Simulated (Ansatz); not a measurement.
# Ga3Se: clamped-ion strain scan

Method: DFT PBEsol+D3(BJ), scalar-relativistic, plane waves, PAW in Ansatz 0.2.0. Settings: plane waves to 420 eV, k-mesh 12×12×12 (Γ-centred), Gaussian smearing 0.15 eV. No spin polarisation. Energies are free energies at this smearing, counted from the undisturbed cell; pressure is positive in compression.

Zero of the scan (relaxed at this level; with this scan's settings it stands at 0.1 GPa; it needn't be the usual structure):

```
CELL_PARAMETERS angstrom
4.22492 0.00000 0.00000
0.00000 4.22492 0.00000
0.00000 0.00000 4.22492
ATOMIC_POSITIONS crystal
Ga 0.00000 0.50000 0.50000
Ga 0.50000 0.00000 0.50000
Ga 0.50000 0.50000 0.00000
Se 0.00000 0.00000 0.00000
```

The cell is strained by ε times the Voigt pattern (0, 1, 0, 0, 0, 0) (xx, yy, zz, yz, xz, xy; engineering shear) with fractional coordinates fixed. The cell is metallic on the mesh throughout.

```tsv
ε	ΔE (meV/atom)
-0.1000	37.6
-0.0750	21.5
-0.0500	9.8
-0.0250	2.5
0.0000	0.0
0.0250	1.9
0.0500	7.8
0.0750	17.2
0.0875	23.1
0.1000	29.7
```

Question: Predict the pressure (GPa) at each point.

Answer:
```csv
ε,pressure (GPa)
-0.1000,7.2
-0.0750,5.2
-0.0500,3.3
-0.0250,1.6
0.0000,0.1
0.0250,-1.2
0.0500,-2.4
0.0750,-3.5
0.0875,-3.9
0.1000,-4.4
```

Cost: 10 runs of about 2.6 core-minutes in all, on Intel Xeon Platinum 8488C (Sapphire Rapids) (shared hosts).